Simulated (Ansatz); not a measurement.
KCl (rock salt, Fm-3m), PBE (plane waves, PAW; program Ansatz). The conduction-band minimum lies at Γ, with 1 equivalent valley. Second derivatives d²E/dk² of the lowest band at one valley (eV·Å²), along Cartesian directions:

```json
[
 {"direction": "[100]", "d²E/dk²": "16.82"},
 {"direction": "[010]", "d²E/dk²": "16.82"},
 {"direction": "[001]", "d²E/dk²": "16.82"},
 {"direction": "[110]", "d²E/dk²": "16.82"},
 {"direction": "[101]", "d²E/dk²": "16.82"},
 {"direction": "[011]", "d²E/dk²": "16.82"}
]
```

### Question
Find the principal effective masses, the density-of-states mass and the conductivity mass.

### Answer
Off-diagonal terms follow from H_xy = H[110] − (H_xx + H_yy)/2, and m*/mₑ = 7.620 eV·Å² over each eigenvalue: 0.45, 0.45, 0.45. One valley's DOS mass (m₁m₂m₃)^(1/3) = 0.45, conductivity mass 3/(Σ 1/mᵢ) = 0.45 mₑ.

### Question
What effective density of states Nc follows at 300 K for parabolic valleys?

### Answer
Nc = 2.509e19 × 1 × (0.45)^(3/2) ≈ 7.6e18 cm⁻³.

The cell was relaxed with PBE under the symmetry of its start.

Potentials: the later of the program's two PAW sets.

Edges and masses are those of Kohn–Sham bands, whose gap is no quasiparticle gap.
